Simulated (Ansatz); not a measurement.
An elastic tensor (GPa, Voigt order, standard axes) from DFT-r²SCAN in the program Ansatz with PAW potentials:

```
  622  -74.0  -74.0    0.0    0.0    0.0
-74.0    622  -74.0    0.0    0.0    0.0
-74.0  -74.0    622    0.0    0.0    0.0
  0.0    0.0    0.0  -61.2    0.0    0.0
  0.0    0.0    0.0    0.0  -61.2    0.0
  0.0    0.0    0.0    0.0    0.0  -61.2
```

Which compound is it?
A) AlRu, CsCl type
B) NaPt3O4, Pm-3n (Na on 2a, Pt on 6c, O on 8e)
C) MgO, CsCl type
D) KTaO3, cubic perovskite

C, MgO, CsCl type

Space group Pm-3m (CsCl type). This is a known high-pressure phase of the composition, computed here at zero pressure and temperature. Symmetry was held in the r²SCAN relaxation. At this level the phase is mechanically unstable.

Potentials: the earlier of the program's two PAW sets.
